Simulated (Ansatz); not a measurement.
# Sensitivity of the gradients in CdSe with potassium replacing Cd to the input

This input was run with Ansatz:

```yaml
crystal:
  lattice:
    - [8.6, 0.0, 0.0]
    - [-4.3, 7.4478184726, 0.0]
    - [0.0, 0.0, 14.04]
  atoms:
    - { symbol: K, position: [0.1666666666, 0.3333333334, 0.0] }
    - { symbol: Cd, position: [0.1666666666, 0.3333333334, 0.5] }
    - { symbol: Cd, position: [0.1666666666, 0.8333333334, 0.0] }
    - { symbol: Cd, position: [0.1666666666, 0.8333333334, 0.5] }
    - { symbol: Cd, position: [0.6666666666, 0.3333333334, 0.0] }
    - { symbol: Cd, position: [0.6666666666, 0.3333333334, 0.5] }
    - { symbol: Cd, position: [0.6666666666, 0.8333333334, 0.0] }
    - { symbol: Cd, position: [0.6666666666, 0.8333333334, 0.5] }
    - { symbol: Cd, position: [0.3333333334, 0.1666666666, 0.25] }
    - { symbol: Cd, position: [0.3333333334, 0.1666666666, 0.75] }
    - { symbol: Cd, position: [0.3333333334, 0.6666666666, 0.25] }
    - { symbol: Cd, position: [0.3333333334, 0.6666666666, 0.75] }
    - { symbol: Cd, position: [0.8333333334, 0.1666666666, 0.25] }
    - { symbol: Cd, position: [0.8333333334, 0.1666666666, 0.75] }
    - { symbol: Cd, position: [0.8333333334, 0.6666666666, 0.25] }
    - { symbol: Cd, position: [0.8333333334, 0.6666666666, 0.75] }
    - { symbol: Se, position: [0.1666666666, 0.3333333334, 0.1925] }
    - { symbol: Se, position: [0.1666666666, 0.3333333334, 0.6925] }
    - { symbol: Se, position: [0.1666666666, 0.8333333334, 0.1925] }
    - { symbol: Se, position: [0.1666666666, 0.8333333334, 0.6925] }
    - { symbol: Se, position: [0.6666666666, 0.3333333334, 0.1925] }
    - { symbol: Se, position: [0.6666666666, 0.3333333334, 0.6925] }
    - { symbol: Se, position: [0.6666666666, 0.8333333334, 0.1925] }
    - { symbol: Se, position: [0.6666666666, 0.8333333334, 0.6925] }
    - { symbol: Se, position: [0.3333333334, 0.1666666666, 0.4425] }
    - { symbol: Se, position: [0.3333333334, 0.1666666666, 0.9425] }
    - { symbol: Se, position: [0.3333333334, 0.6666666666, 0.4425] }
    - { symbol: Se, position: [0.3333333334, 0.6666666666, 0.9425] }
    - { symbol: Se, position: [0.8333333334, 0.1666666666, 0.4425] }
    - { symbol: Se, position: [0.8333333334, 0.1666666666, 0.9425] }
    - { symbol: Se, position: [0.8333333334, 0.6666666666, 0.4425] }
    - { symbol: Se, position: [0.8333333334, 0.6666666666, 0.9425] }
total_charge: -1
kpoints:
  mp_grid: { grid: [3, 3, 2] }
scf:
  occupations: { method: fermi_dirac, width: 0.01 }
hamiltonian:
  xc: revpbe
  pseudopotentials: { kind: paw }
output:
  forces: true
  stress: true
  populations: true
  efg: { quadrupole_moments_barn: { K: 0.0603 }, contact_densities: true }
```

It converged. Of its output the block on the nuclei alone is shown, without the SCF iterations, energies, forces and stress (one atom of each set, the first 14 sets):

```
--- PAW observables at the nuclei: V_zz in 10²¹ V/m², potentials from the cell's mean, atoms counted from 1 ---
  atom   1  K  V_zz =    +1.167760   η = 0.0000   by run symmetry: allowed   C_q = +1.7026 MHz
            electrostatic potential = -2069.158911 V   contact ρ = 34791.459966 e/Å³
  atom   2  Cd V_zz =    +2.465333   η = 0.0000   by run symmetry: allowed
            electrostatic potential = -7703.985769 V   contact ρ = 1036372.671127 e/Å³
  atom   3  Cd V_zz =    +5.280179   η = 0.1187   by run symmetry: allowed
            electrostatic potential = -7704.484707 V   contact ρ = 1036373.179563 e/Å³
  atom   4  Cd V_zz =    +2.429761   η = 0.0533   by run symmetry: allowed
            electrostatic potential = -7703.983168 V   contact ρ = 1036372.997260 e/Å³
  atom   9  Cd V_zz =    +3.878728   η = 0.4725   by run symmetry: allowed
            electrostatic potential = -7704.156945 V   contact ρ = 1036373.269097 e/Å³
  atom  10  Cd V_zz =    +1.024381   η = 0.5496   by run symmetry: allowed
            electrostatic potential = -7704.218971 V   contact ρ = 1036372.477703 e/Å³
  atom  15  Cd V_zz =    +3.658595   η = 0.0000   by run symmetry: allowed
            electrostatic potential = -7704.049130 V   contact ρ = 1036373.248576 e/Å³
  atom  16  Cd V_zz =    +2.475960   η = 0.0000   by run symmetry: allowed
            electrostatic potential = -7704.088077 V   contact ρ = 1036372.570050 e/Å³
  atom  17  Se V_zz =   -20.518160   η = 0.0000   by run symmetry: allowed
            electrostatic potential = -4710.375037 V   contact ρ = 262989.378497 e/Å³
  atom  18  Se V_zz =    -0.983446   η = 0.0000   by run symmetry: allowed
            electrostatic potential = -4709.758122 V   contact ρ = 262989.095900 e/Å³
  atom  19  Se V_zz =    -2.892365   η = 0.4365   by run symmetry: allowed
            electrostatic potential = -4709.784336 V   contact ρ = 262988.873468 e/Å³
  atom  20  Se V_zz =    -1.422693   η = 0.6675   by run symmetry: allowed
            electrostatic potential = -4709.774388 V   contact ρ = 262988.872988 e/Å³
  atom  25  Se V_zz =    -3.096995   η = 0.1353   by run symmetry: allowed
            electrostatic potential = -4709.669006 V   contact ρ = 262988.923471 e/Å³
  atom  26  Se V_zz =   -23.464527   η = 0.0452   by run symmetry: allowed
            electrostatic potential = -4710.759722 V   contact ρ = 262989.627243 e/Å³
```

Task: Can these gradients be trusted, and how do they compare with a run on standard settings?

Result: They agree with the standard run. Against the standard input the change is `hamiltonian.xc`: pbe → revpbe. A site carries the number of its first atom; V_zz in 10²¹ V/m².

```tsv
site	V_zz standard	η standard	V_zz here	η here
K	1.19	0.00	1.17	0.00
Cd2	2.43	0.00	2.47	0.00
Cd3	5.21	0.11	5.28	0.12
Cd4	2.39	0.05	2.43	0.05
Cd9	3.80	0.47	3.88	0.47
Cd10	1.02	0.56	1.02	0.55
Cd15	3.59	0.00	3.66	0.00
Se17	-20.5	0.00	-20.5	0.00
Se18	-0.97	0.00	-0.98	0.00
Se20	-1.44	0.66	-1.42	0.67
Se26	-23.6	0.05	-23.5	0.05
Se32	1.21	0.00	1.20	0.00
```

The largest change of V_zz is on Se26, from -23.6 to -23.5. In per cent, |V_zz| changes by -2 on K, 0 to +2 on Cd, -1 to +1 on Se (all sites that start above 0.5). The table leaves out 4 of the 16 sites, with |V_zz| up to 3.10; their tensors move by 0.04 at most along any direction. The statements above cover all sites. SCF iterations: 9 and 9.

On the reference run: The defect repeats with the cell of 32 atoms, so it feels its images: sites between two images don't show the values beside a lone defect, and zeros or small values of η there can come from the images' arrangement. Cd and Se carry a gradient in the pure host already, so the values there aren't the defect's effect alone. A uniform background compensates the cell's charge. Without spin–orbit coupling (the program notes it for Cd) the gradients can shift somewhat, as the gap is small. With a gap of 0.6 eV on this mesh, small gradients can still move by 0.1 × 10²¹ V/m² or more as the k-mesh gets denser. The neighbours have not yet relaxed around the defect (largest force 2.1 eV/Å), so a real crystal will differ.
